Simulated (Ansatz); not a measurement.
### Question
Each is relaxed and computed with plane-wave PAW PBEsol (Ansatz code). Which is the only metal?
(A) NaCl, rock salt
(B) YSb, rock salt
(C) NaF, rock salt
(D) AlInSb2, R3m (Al on 3a, In on 3a, Sb on 3a, Sb on 3a)

### Answer
B, YSb, rock salt. YSb: metal; NaF: gap 6.20 eV (direct); NaCl: gap 5.01 eV (direct); AlInSb2: gap 0.41 eV (direct). Standing as an ambient phase not checked: YSb, rock salt; AlInSb2, R3m (Al on 3a, In on 3a, Sb on 3a, Sb on 3a). Perhaps ordered models of mixed-site phases: AlInSb2, R3m (Al on 3a, In on 3a, Sb on 3a, Sb on 3a). All cells were relaxed under the symmetry of their starts (and spin orders); stability against distortions was not tested throughout. Rows with no word on spin ran without spin polarisation. Scalar-relativistic: spin–orbit coupling is off unless named, which matters more the heavier the elements.

Potentials: the later of the program's two PAW sets.
